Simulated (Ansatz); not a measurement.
Molecular dynamics on a 2×2×2 supercell (32 atoms) of SiC₃ (ordering on diamond), relaxed with r2SCAN. Forces come from r2SCAN in Ansatz: Langevin thermostat and barostat (NPT), 1000 K, steps of 1.5 fs. Spin polarisation is off, nuclei are classical, and the run is far too short for thermal averages. The structure comes from a prototype and may be hypothetical.

```yaml
crystal:
  lattice:
    - [5.5928013748, 0.0, 0.0]
    - [0.0, 5.5928013748, 0.0]
    - [0.0, 0.0, 8.1800872012]
  atoms:
    - { symbol: C, position: [0.25, 0.0, 0.3931344881] }
    - { symbol: C, position: [0.25, 0.25, 0.0] }
    - { symbol: C, position: [0.0, 0.25, 0.1068655119] }
    - { symbol: Si, position: [0.0, 0.0, 0.25] }
    - { symbol: C, position: [0.25, 0.0, 0.8931344881] }
    - { symbol: C, position: [0.25, 0.25, 0.5] }
    - { symbol: C, position: [0.0, 0.25, 0.6068655119] }
    - { symbol: Si, position: [0.0, 0.0, 0.75] }
    - { symbol: C, position: [0.25, 0.5, 0.3931344881] }
    - { symbol: C, position: [0.25, 0.75, 0.0] }
    - { symbol: C, position: [0.0, 0.75, 0.1068655119] }
    - { symbol: Si, position: [0.0, 0.5, 0.25] }
    - { symbol: C, position: [0.25, 0.5, 0.8931344881] }
    - { symbol: C, position: [0.25, 0.75, 0.5] }
    - { symbol: C, position: [0.0, 0.75, 0.6068655119] }
    - { symbol: Si, position: [0.0, 0.5, 0.75] }
    - { symbol: C, position: [0.75, 0.0, 0.3931344881] }
    - { symbol: C, position: [0.75, 0.25, 0.0] }
    - { symbol: C, position: [0.5, 0.25, 0.1068655119] }
    - { symbol: Si, position: [0.5, 0.0, 0.25] }
    - { symbol: C, position: [0.75, 0.0, 0.8931344881] }
    - { symbol: C, position: [0.75, 0.25, 0.5] }
    - { symbol: C, position: [0.5, 0.25, 0.6068655119] }
    - { symbol: Si, position: [0.5, 0.0, 0.75] }
    - { symbol: C, position: [0.75, 0.5, 0.3931344881] }
    - { symbol: C, position: [0.75, 0.75, 0.0] }
    - { symbol: C, position: [0.5, 0.75, 0.1068655119] }
    - { symbol: Si, position: [0.5, 0.5, 0.25] }
    - { symbol: C, position: [0.75, 0.5, 0.8931344881] }
    - { symbol: C, position: [0.75, 0.75, 0.5] }
    - { symbol: C, position: [0.5, 0.75, 0.6068655119] }
    - { symbol: Si, position: [0.5, 0.5, 0.75] }
kpoints:
  mp_grid: { grid: [2, 2, 2] }
hamiltonian:
  xc: r2scan
scf:
  occupations: { method: fermi_dirac, width: 0.086 }
md:
  ensemble: npt_langevin
  temperature: 1000
  timestep: 1.5
  n_steps: 40
  initial_velocities: maxwell_boltzmann
  seed: 6183
```

Command: `ansatz run input.yaml --threads 4 --pin off --max-ram 3686MiB --backend cpu --events-out ev --progress --plain --runs-dir out`.

```tsv
step	t (fs)	T (K)	free energy F from step 0 (meV/atom)	kinetic energy (meV/atom)	pressure (GPa)	volume (Å³/atom)	largest force (eV/Å)
0	0	969	0.0	125.2	1.99	8.00	0.02
1	1.5	948	5.2	122.5	2.12	8.00	1.05
2	3	810	19.7	104.7	2.30	8.00	1.99
3	4.5	599	39.8	77.4	2.50	8.00	2.89
4	6	462	60.4	59.7	2.79	8.00	3.69
5	7.5	354	77.6	45.8	2.93	8.01	4.34
6	9	297	89.0	38.4	2.95	8.01	4.67
7	10.5	263	92.9	34.0	2.73	8.02	4.64
8	12	327	90.4	42.2	2.45	8.02	4.52
9	13.5	378	84.9	48.9	2.00	8.03	4.19
10	15	434	79.2	56.1	1.50	8.04	3.82
11	16.5	509	74.6	65.8	1.05	8.05	3.37
12	18	540	72.9	69.9	0.65	8.05	3.82
13	19.5	514	73.9	66.4	0.23	8.06	4.22
14	21	480	75.4	62.0	-0.21	8.08	4.45
15	22.5	505	77.0	65.3	-0.55	8.09	4.49
16	24	525	79.0	67.9	-0.91	8.10	4.36
17	25.5	549	80.8	70.9	-1.25	8.11	4.07
18	27	540	81.5	69.8	-1.65	8.13	4.17
19	28.5	564	81.3	72.9	-2.01	8.14	4.12
20	30	571	80.1	73.8	-2.39	8.15	3.91
21	31.5	598	77.9	77.3	-2.75	8.16	3.56
22	33	647	75.9	83.6	-3.04	8.17	3.13
23	34.5	711	75.0	91.8	-3.23	8.17	3.04
24	36	737	76.3	95.3	-3.42	8.18	3.31
25	37.5	759	79.7	98.1	-3.55	8.19	3.37
26	39	687	84.6	88.8	-3.75	8.20	4.02
27	40.5	681	90.8	88.1	-3.78	8.21	5.36
28	42	643	97.4	83.1	-3.89	8.21	6.45
29	43.5	539	102.0	69.7	-4.21	8.22	7.05
30	45	574	101.6	74.2	-4.43	8.23	7.01
31	46.5	614	97.7	79.4	-4.69	8.23	6.57
32	48	656	92.6	84.8	-4.92	8.24	5.97
```

The temperature starts at 969 K, is lowest at step 7 (263 K, 10.5 fs) and ends at 656 K. The thermostat hasn't had time to restore it. The atoms start on their lattice sites with kinetic energy alone, so much of it first passes into potential energy. The job's limit cut the run after 32 of 40 steps.

Positions (Å) and forces (eV/Å) at step 32:
```
cell (Å): 5.648 0.000 0.000; 0.000 5.648 0.000; 0.000 0.000 8.261
C    1.463   0.025   3.198    -1.836   0.665  -0.553
C    1.453   1.426  -0.073    -0.149  -0.248   0.764
C    0.038   1.386   0.905     0.359   1.560  -3.344
Si  -0.047   0.081   2.055     1.977  -2.220   1.597
C    1.380  -0.038   7.365     0.547  -0.072   0.076
C    1.409   1.419   4.092     0.287   0.134  -0.132
C    0.061   1.459   4.958    -0.959  -0.962   1.629
Si   0.012  -0.081   6.197    -1.455   3.451  -0.763
C    1.382   2.869   3.171     0.667   0.303   1.104
C    1.433   4.294  -0.012    -0.826  -0.373   0.921
C   -0.087   4.290   0.958     0.582  -0.064  -1.805
Si   0.068   2.802   1.961    -2.476   1.302   1.642
C    1.377   2.820   7.378     0.611   0.923  -1.505
C    1.358   4.265   4.042     0.723   0.319   0.162
C   -0.135   4.317   4.944     1.948  -1.676  -0.117
Si  -0.040   2.889   6.143     0.575  -0.809   0.071
C    4.219   0.083   3.225     1.161  -0.380   0.256
C    4.346   1.475  -0.032    -2.286  -0.032  -0.006
C    2.854   1.496   0.771    -0.145   1.346   1.644
Si   2.896   0.199   2.044    -2.293  -1.607  -0.782
C    4.228   0.008   7.393     0.262   0.879  -1.378
C    4.254   1.428   4.079    -0.220   0.205   0.395
C    2.770   1.415   4.959     0.690  -0.608   1.405
Si   2.762  -0.085   6.202     1.684   2.174  -1.557
C    4.308   2.759   3.177    -2.168   1.545  -0.953
C    4.206   4.374   0.006     0.152  -2.037   0.690
C    2.786   4.353   0.896     0.538   2.030  -1.665
Si   2.730   3.042   2.008     3.506  -4.711   1.066
C    4.247   2.917   7.367    -0.508  -0.464  -0.894
C    4.236   4.264   4.062    -0.780  -0.114   0.033
C    2.812   4.229   4.912    -0.463  -0.082   1.031
Si   2.796   2.831   6.123     0.296  -0.378   0.965
```
